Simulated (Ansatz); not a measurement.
input.yaml (Ansatz)

```yaml
crystal:
  lattice:
    - [-2.0058467656, 2.0058467656, 2.0058467656]
    - [2.0058467656, -2.0058467656, 2.0058467656]
    - [2.0058467656, 2.0058467656, -2.0058467656]
  atoms:
    - { symbol: Pb, position: [0.0, 0.0, 0.0] }
hamiltonian:
  xc: r2scan
  pseudopotentials:
    kind: paw
    azcp:
      Pb: "pseudopotentials/Pb.paw.azcp"
basis:
  ecutwfc: 500
  fft_grid_basis: typed
kpoints:
  mp_grid: { grid: [13, 13, 13], shift: [0, 0, 0] }
magnetization:
  spin_polarized: false
scf:
  occupations: { method: fermi_dirac, width: 0.1 }
  lower_state_search: "off"
output:
  stress: true
```

Terminal output

```
Engine: ansatz 0.2.0, x86_64-unknown-linux-gnu
Pseudopotentials: kind: paw
Pseudopotential: Pb, paw, valence charge 14, recommended cutoff 500 eV (meta_gga) 
Functional definition: r2SCAN
  parameter k0 = 0.174
  parameter k1 = 0.065
  parameter a1 = 4.9479
  exchange = r2scan_x(k0 = k0, k1 = k1, a1 = a1)
  correlation = r2scan_c
Crystal: 1 atoms, lattice volume = 32.281 Å³
Basis set: ecut = 500 eV, 791 PW (Γ), exchange–correlation on 108×108×108 points (64 copies of the dense FFT grid, shifted against one another)
Bands: 11, of which v1, the nominal top of the filled ones, is band 7 counted from 1 (6 counted from 0)
Symmetry: 48 space group operations
Space group: Im-3m (ITA 229), of the structure as read, at distance tolerance 3.2e-5 Å
k-points: 84 of 2197
Non-local potential: Pb, projectors of the file, l = 0: 2, l = 1: 2, l = 2: 2, l = 3: 2
PAW form: soft (Blöchl's): semilocal exchange-correlation on the pseudo side does not see the compensation charge
PAW frozen core: Pb, regenerated for the run's functional (the file was generated under x = pbe(κ = 0.804, μ = 0.2195149727645171), c = pbe(β = 0.06672455060314922))
PAW one-centre angular grid: Pb, 590 points (default); XC on 160 Gauss nodes
Initial density: superposition of atomic densities (neutral atoms: chi_scale 0, normalization atom), corrected by the library's trained network
Initial wavefunctions: pseudopotential atomic-orbital guess
Functional: x = r2scan, c = r2scan; τ floored in thin density (d = 2e-4 eV/Å³)
SCF iter   1: F=-11920.817828 eV  HF=-11920.822251 eV  |F-HF|=4.42e-3  |Δ(HF+E_count)|=         —  Δρ=6.58e-3  dr2=9.32e-3  dr2_τ=5.05e-4  ethr=1.77e-3  ⟨swp⟩=5.7  Hψ=6176  notcnv=0
SCF iter   2: F=-11920.820720 eV  HF=-11920.821653 eV  |F-HF|=9.34e-4  |Δ(HF+E_count)|=   5.98e-4  Δρ=3.12e-3  dr2=2.18e-3  dr2_τ=5.74e-5  ethr=6.66e-5  ⟨swp⟩=3.0  Hψ=2307  notcnv=0
SCF iter   3: F=-11920.821520 eV  HF=-11920.821414 eV  |F-HF|=1.06e-4  |Δ(HF+E_count)|=   2.39e-4  Δρ=4.68e-4  dr2=9.38e-5  dr2_τ=2.46e-6  ethr=1.55e-5  ⟨swp⟩=2.2  Hψ=1435  notcnv=0
SCF iter   4: F=-11920.821555 eV  HF=-11920.821530 eV  |F-HF|=2.47e-5  |Δ(HF+E_count)|=   1.16e-4  Δρ=2.52e-4  dr2=1.90e-5  dr2_τ=3.11e-7  ethr=6.70e-7  ⟨swp⟩=2.0  Hψ=1450  notcnv=0
SCF iter   5: F=-11920.821561 eV  HF=-11920.821559 eV  |F-HF|=1.74e-6  |Δ(HF+E_count)|=   2.90e-5  Δρ=7.31e-5  dr2=1.62e-6  dr2_τ=5.95e-8  ethr=1.36e-7  ⟨swp⟩=2.9  Hψ=1507  notcnv=0
SCF iter   6: F=-11920.821562 eV  HF=-11920.821562 eV  |F-HF|=3.67e-8  |Δ(HF+E_count)|=   2.58e-6  Δρ=6.84e-6  dr2=1.04e-8  dr2_τ=2.64e-10  ethr=7.14e-10  ⟨swp⟩=3.4  Hψ=3759  notcnv=0
SCF 1 converged in 6 iterations: F = -11920.821562 eV  dr2 = 1.04e-8
SCF converged after 6 iterations
Free energy (F): -11920.821562 eV
Harris-Foulkes:  -11920.821562 eV  (|F-HF|=3.67e-8)
Internal energy: -11920.803357 eV  (E = F + TS)
E sigma→0 (E₀):  -11920.812459 eV
Entropy (-TS):   -0.018205 eV (-18.205 meV/atom)
Fermi energy:    10.005301 eV
--- Per-component energies (eV) ---
  E_band       = -57.486281
  E_kinetic    = 287.773429
  E_local      = -1058.342265  (includes V_loc(G=0)·N_el)
  E_nonlocal   = 350.346564
  E_hartree    = 420.112466
  E_xc         = -207.573626
  E_vxc        = -144.409779  (∫ρ·V_xc dr)
  E_paw        = -10433.937855  (= ΣΔE_a)
  E_vpaw       = -343.814280  (= ΣTr[D̂ρ^β])
  E_aug_tail   = 0.000020  (compensation charges beyond the density's cutoff)
  E_vtau       = 10.734635  (kinetic-family band-sum trace: ∫τ·v_τ [+ j·A + Jᵃ·Aᵃ] dr)
  E_ewald      = -1280.147590
  E_core_change = 0.965502  (= ΣΔE_core)
  E_smearing   = -0.018205  (= −TS)
  E_closure    = 0.000000  (closes the sum)
  Σ components = -11920.821562   (vs F -11920.821562, Δ=0.00e0)
--- Stress (GPa, compression-positive) ---
       -1.607851       0.000000       0.000000
        0.000000      -1.607851      -0.000000
        0.000000      -0.000000      -1.607851
  P = ⅓ Tr σ = -1.6079 GPa (-16.079 kbar)
```

Launched by

```sh
ansatz run input.yaml --threads 1 --pin off --max-ram 3584MiB --backend cpu --events-out ev --progress --plain --runs-dir out
```

On 1 thread of Intel(R) Xeon(R) Platinum 8259CL CPU @ 2.50GHz (Skylake/Cascade Lake) (shared host) this took about 4.7 s of wall time and 4.7 s of CPU time.
